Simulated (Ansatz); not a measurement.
A relaxed cell of MgSe (Fm-3m (No. 225)), relaxed on a k-mesh at least as fine as the one used below. Level of theory: r2SCAN (plane waves to 500 eV, PAW, scalar-relativistic; Ansatz, an electronic-structure program). Γ-centred k-mesh 7×7×7 on the run's cell (coarser than for final values), Fermi–Dirac smearing 0.05 eV.

```yaml
crystal:
  lattice:
    - [0.00000, 2.73611, 2.73611]
    - [2.73611, 0.00000, 2.73611]
    - [2.73611, 2.73611, 0.00000]
  atoms:
    - { symbol: Se, position: [0.00000, 0.00000, 0.00000] }
    - { symbol: Mg, position: [0.50000, 0.50000, 0.50000] }
```

The atoms are displaced by (Å):

| atom | ux | uy | uz |
|---|---|---|---|
| Se1 | -0.713 | 0.574 | 0.074 |
| Mg2 | -0.162 | -0.248 | 0.317 |

Task: What forces (eV/Å) and pressure result?

Result: 
```
atom     Fx     Fy     Fz
----  -----  -----  -----
Se1   -0.67  -7.10  -1.04
Mg2    0.67   7.10   1.04
```

Pressure +25.9 GPa.

Task: Estimate the energy cost of the displacement in the harmonic approximation and compare with the calculation.

Result: For a harmonic well ΔE = −½ Σ F·u = 2.607 eV a cell, or 1303 meV/atom. The calculated energy relative to the undisplaced cell is +1.007 eV/atom, so anharmonic terms matter at this amplitude.

No spin polarisation in the result.

The run that gave the undisplaced cell could not lose the symmetry of its start; a randomly shaken copy of 2 atoms returns to this structure.
